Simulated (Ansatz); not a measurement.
An Ansatz (a quantum-chemistry and plane-wave program) run. Input:

Ansatz 0.2 input:
```yaml
crystal:
  lattice:
    - [8.4767280282, -3.1193770316, 0.0]
    - [8.4767280282, 3.1193770316, 0.0]
    - [0.0, 0.0, 6.240826212]
  atoms:
    - { symbol: Co, position: [0.4200617934, 0.4200617934, 0.0] }
    - { symbol: Co, position: [0.5799382066, 0.5799382066, 0.0] }
    - { symbol: Co, position: [0.0799382066, 0.0799382066, 0.5] }
    - { symbol: Co, position: [0.9200617934, 0.9200617934, 0.5] }
    - { symbol: Sn, position: [0.8367877507, 0.1632122493, 0.1625478915] }
    - { symbol: Sn, position: [0.1632122493, 0.8367877507, 0.8374521085] }
    - { symbol: Sn, position: [0.6632122493, 0.3367877507, 0.6625478915] }
    - { symbol: Sn, position: [0.3367877507, 0.6632122493, 0.3374521085] }
    - { symbol: Sn, position: [0.024959523, 0.6453046181, 0.1913254314] }
    - { symbol: Sn, position: [0.975040477, 0.3546953819, 0.8086745686] }
    - { symbol: Sn, position: [0.475040477, 0.8546953819, 0.6913254314] }
    - { symbol: Sn, position: [0.524959523, 0.1453046181, 0.3086745686] }
    - { symbol: Sn, position: [0.6453046181, 0.024959523, 0.8086745686] }
    - { symbol: Sn, position: [0.3546953819, 0.975040477, 0.1913254314] }
    - { symbol: Sn, position: [0.8546953819, 0.475040477, 0.3086745686] }
    - { symbol: Sn, position: [0.1453046181, 0.524959523, 0.6913254314] }
kpoints:
  mp_grid: { grid: [7, 7, 7] }
hamiltonian:
  xc: r2scan
  pseudopotentials: { kind: paw }
scf:
  occupations: { method: gaussian, width: 0.1 }
checkpoint: { read: metal.run }
output: { bader: true, populations: true }
```

Output (shortened):

```
Pseudopotential: Co, paw, valence charge 17
Pseudopotential: Sn, paw, valence charge 14
Functional definition: r2SCAN
Crystal: 16 atoms, lattice volume = 330.041 Å³
Basis set: ecut = 500 eV, 8351 PW (Γ), exchange–correlation on 288×288×192 points (64 copies of the dense FFT grid, shifted against one another)
Bands: 142, of which v1, the nominal top of the filled ones, is band 118 counted from 1 (117 counted from 0)
Symmetry: 8 space group operations
Space group: Cmce (ITA 64), of the structure as read, at distance tolerance 6.9e-5 Å
k-points: 64 of 343
Stability of the state it starts from, as read at its close in the unpolarized treatment …
iter 1 solved again at ethr=1.05e-8 eV; its pass at ethr=3.10e-3 eV (dr2=2.47e-5 eV) is discarded
SCF iter   1: F=—  HF=-92988.349664 eV  |F-HF|=—  |Δ(HF+E_count)|=         —  Δρ=1.41e-7  dr2=6.22e-11  dr2_τ=2.10e-12  ethr=1.05e-8  ⟨swp⟩=4.0  Hψ=64407  notcnv=0
preconditioner: auto → Kerker (q_TF=auto, 2.580 Å⁻¹)
SCF iter   2: F=-92988.349664 eV  HF=-92988.349664 eV  |F-HF|=2.47e-10  |Δ(HF+E_count)|=   1.22e-8  Δρ=3.39e-7  dr2=2.82e-10  dr2_τ=8.04e-13  ethr=1.00e-12  ⟨swp⟩=8.2  Hψ=35342  notcnv=0
SCF 1 converged in 2 iterations: F = -92988.349664 eV  dr2 = 2.82e-10
SCF converged after 2 iterations
Free energy (F): -92988.349664 eV
Harris-Foulkes:  -92988.349664 eV  (|F-HF|=2.47e-10)
Internal energy: -92988.316058 eV  (E = F + TS)
E sigma→0 (E₀):  -92988.332861 eV
Entropy (-TS):   -0.033606 eV (-2.100 meV/atom)
Fermi energy:    13.313060 eV
--- Per-component energies (eV) ---
  E_band       = -2045.393219
  E_kinetic    = 4076.274371
  E_local      = -26235.904670  (includes V_loc(G=0)·N_el)
  E_nonlocal   = 1458.965781
  E_hartree    = 13573.869512
  E_xc         = -5126.320906
  E_vxc        = -2175.643566  (∫ρ·V_xc dr)
  E_paw        = -56041.080055  (= ΣΔE_a)
  E_vpaw       = -6455.501248  (= ΣTr[D̂ρ^β])
  E_aug_tail   = 0.000137  (compensation charges beyond the density's cutoff)
  E_vtau       = 138.674105  (kinetic-family band-sum trace: ∫τ·v_τ [+ j·A + Jᵃ·Aᵃ] dr)
  E_ewald      = -24701.763242
  E_core_change = 7.643013  (= ΣΔE_core)
  E_smearing   = -0.033606  (= −TS)
  E_closure    = 0.000000  (closes the sum)
  Σ components = -92988.349664   (vs F -92988.349664, Δ=0.00e0)
  [band-id]    e_kinetic+e_local+e_nonlocal+2·e_hartree+e_vxc+e_vpaw+e_augmentation_tail+e_vtau = -2045.396065   (vs E_band -2045.393219, Δ=-2.85e-3)
--- Band table (eV; the first three rows and the last of 64) ---
  k-point 0: bands = ["-84.5784", "-84.5784", "-84.5754", "-84.5754", "-46.4587", "-46.4585", "-46.4568", "-46.4567", "-46.4550", "-46.4550", "-46.4535", "-46.4534", "-46.4499", "-46.4498", "-46.4197", "-46.4197", "-9.0171", "-9.0073", "-8.9967", "-8.9965", …
  k-point 1: bands = ["-84.5784", "-84.5784", "-84.5754", "-84.5754", "-46.4587", "-46.4585", "-46.4568", "-46.4567", "-46.4550", "-46.4550", "-46.4535", "-46.4534", "-46.4499", "-46.4498", "-46.4197", "-46.4197", "-9.0141", "-9.0092", "-8.9979", "-8.9951", …
  k-point 2: bands = ["-84.5784", "-84.5784", "-84.5754", "-84.5754", "-46.4587", "-46.4585", "-46.4568", "-46.4567", "-46.4550", "-46.4550", "-46.4535", "-46.4534", "-46.4499", "-46.4498", "-46.4197", "-46.4197", "-9.0121", "-9.0070", "-9.0024", "-8.9911", …
  k-point 63: bands = ["-84.5784", "-84.5784", "-84.5754", "-84.5754", "-46.4586", "-46.4586", "-46.4568", "-46.4567", "-46.4550", "-46.4550", "-46.4535", "-46.4534", "-46.4499", "-46.4499", "-46.4197", "-46.4197", "-9.0115", "-9.0106", "-9.0079", "-9.0045", …
--- Löwdin populations: 16 sites ---
  site symbol       q [e]
     0     Co     16.6673
     1     Co     16.6673
     2     Co     16.6673
     3     Co     16.6673
     4     Sn     14.0460
     5     Sn     14.0460
     6     Sn     14.0460
     7     Sn     14.0460
     8     Sn     14.0051
     9     Sn     14.0051
    10     Sn     14.0051
    11     Sn     14.0051
    12     Sn     14.0051
    13     Sn     14.0051
    14     Sn     14.0051
    15     Sn     14.0051
  spilling = 0.004686 (of n_electrons = 236.000000)
--- Bader charges: 16 sites ---
  site symbol  charge [e]  shift [e]
     0     Co     -0.4426     0.0018
     1     Co     -0.4426     0.0018
     2     Co     -0.4426     0.0018
     3     Co     -0.4426     0.0018
     4     Sn      0.2124     0.0009
     5     Sn      0.2124     0.0009
     6     Sn      0.2124     0.0009
     7     Sn      0.2124     0.0009
     8     Sn      0.1151     0.0004
     9     Sn      0.1151     0.0004
    10     Sn      0.1151     0.0004
    11     Sn      0.1151     0.0004
    12     Sn      0.1151     0.0004
    13     Sn      0.1151     0.0004
    14     Sn      0.1151     0.0004
    15     Sn      0.1151     0.0004
  shift: an alarm, by how much a part of what the PAW files miss would move the charge. Where it is large, compare
  with a run on PAW files of another source; a small one proves nothing
  estimated error of the sums over rays = 3.5e-4 e
```

Cost: very roughly 6 core-minutes on shared cores.

The first step of the workflow began from a Materials Project structure, measured or hypothetical; the Crystallography Open Database copy checked does not list it. Its standing as an ambient phase is unchecked. The r²SCAN relaxation kept the symmetry of its start; its stability against distortions is not shown here. No spin polarisation was allowed. Scalar-relativistic: spin–orbit coupling is off unless named, which matters more the heavier the elements.

Potentials: the later of the program's two PAW sets.

Ansatz is a plane-wave DFT program.
